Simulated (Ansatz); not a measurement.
Input and command of a calculation in Ansatz (plane waves; scalar-relativistic PAW potentials unless the input names others):

```yaml
crystal:
  lattice:
    - [0.0, 6.5746889952, 2.4083688853]
    - [3.7616537815, 0.0, 2.4083688853]
    - [3.7616537815, 6.5746889952, 0.0]
  atoms:
    - { symbol: H, position: [0.7503889657, 0.9897328765, 0.2496110343] }
    - { symbol: H, position: [0.9897328765, 0.7503889657, 0.0102671235] }
    - { symbol: C, position: [0.995550581, 0.995550581, 0.004449419] }
    - { symbol: I, position: [0.3764615262, 0.1038860508, 0.8961139492] }
    - { symbol: I, position: [0.1038860508, 0.3764615262, 0.6235384738] }
basis:
  ecutwfc: 500
kpoints:
  mp_grid: { grid: [6, 6, 6] }
hamiltonian:
  xc: r2scan
scf:
  occupations: { method: gaussian, width: 0.05 }
output:
  forces: true
  eigenvalues: true
  stress: true
accuracy: medium
```

```bash
ansatz run input.yaml --threads 1 --pin off --max-ram 2560MiB --backend cpu --events-out ev --progress --plain --runs-dir out
```

Abridged log:
```
Basis set: ecut = 500 eV, 3027 PW (Γ), exchange–correlation on 216×144×240 points (64 copies of the dense FFT grid, shifted against one another)
Bands: 25, of which v1, the nominal top of the filled ones, is band 20 counted from 1 (19 counted from 0)
Symmetry: 4 space group operations
k-points: 46 of 216 (time reversal used)
SCF iter   1: F=—  HF=-15339.326614 eV  |F-HF|=—  |Δ(HF+E_count)|=         —  Δρ=4.00e-3  dr2=2.00e-2  dr2_τ=1.45e-1  ethr=1.77e-3  ⟨swp⟩=7.3  Hψ=6220  notcnv=0
SCF iter   2: F=—  HF=-15339.265583 eV  |F-HF|=—  |Δ(HF+E_count)|=   6.10e-2  Δρ=1.66e-3  dr2=2.13e-3  dr2_τ=4.87e-4  ethr=4.99e-5  ⟨swp⟩=2.9  Hψ=2266  notcnv=0  defer=46
SCF iter   3: F=—  HF=-15339.264603 eV  |F-HF|=—  |Δ(HF+E_count)|=   9.81e-4  Δρ=7.99e-4  dr2=3.68e-4  dr2_τ=1.60e-5  ethr=5.34e-6  ⟨swp⟩=2.0  Hψ=1973  notcnv=0
automatic band count: iteration 3 solves 24 bands in place of 25: the levels show a gap, and the empty bands left out lie too high to hold charge; the band table lists the bands solved (type scf.n_extra_bands for more)
SCF iter   4: F=—  HF=-15339.264481 eV  |F-HF|=—  |Δ(HF+E_count)|=   1.22e-4  Δρ=1.63e-4  dr2=1.96e-5  dr2_τ=7.61e-7  ethr=9.19e-7  ⟨swp⟩=3.0  Hψ=2105  notcnv=0
SCF iter   5: F=—  HF=-15339.264495 eV  |F-HF|=—  |Δ(HF+E_count)|=   1.45e-5  Δρ=2.21e-5  dr2=5.21e-7  dr2_τ=2.80e-8  ethr=4.90e-8  ⟨swp⟩=2.0  Hψ=1564  notcnv=0
SCF iter   6: F=-15339.264496 eV  HF=-15339.264496 eV  |F-HF|=1.61e-8  |Δ(HF+E_count)|=   5.65e-7  Δρ=6.99e-6  dr2=5.05e-8  dr2_τ=1.78e-9  ethr=2.50e-10  ⟨swp⟩=9.0  Hψ=5581  notcnv=0
SCF 1 converged in 6 iterations: F = -15339.264496 eV  dr2 = 5.05e-8
SCF converged after 6 iterations
Free energy (F): -15339.264496 eV
Harris-Foulkes:  -15339.264496 eV  (|F-HF|=1.61e-8)
Internal energy: -15339.264496 eV  (E = F + TS)
E sigma→0 (E₀):  -15339.264496 eV
Fermi energy:    4.006135 eV
--- Forces (eV/Å), atoms counted from 1 ---
  atom   1  H      0.00352823     0.00000000    -0.00226997
  atom   2  H     -0.00352823     0.00000000    -0.00226997
  atom   3  C      0.00000000     0.00000000    -0.00329923
  atom   4  I      0.00000000    -0.00361844     0.00392711
  atom   5  I      0.00000000     0.00361844     0.00392711
--- Stress (GPa, compression-positive) ---
        0.009502       0.000000       0.000000
        0.000000      -0.003853       0.000000
        0.000000       0.000000       0.006911
  P = ⅓ Tr σ = 0.0042 GPa (0.042 kbar)
```

Apart from outputs, empty bands and the relaxation, which only the reference makes, the input differs from a reference run on usual settings in scf.occupations.width: 0.02 → 0.05; accuracy: not typed → "medium". The reference, at the same geometry, ended its own course with pressure 0.00 GPa, largest force 0.005 eV/Å, gap on the mesh 3.21 eV. This run converged in 6 SCF iterations with an energy at zero smearing within 0.01 meV/atom of the reference's, pressure 0.00 GPa, largest force 0.005 eV/Å, gap on the mesh 3.21 eV.

It took 32 s on 1 thread of Arm Neoverse V1, on a shared host, peak memory 0.84 GiB.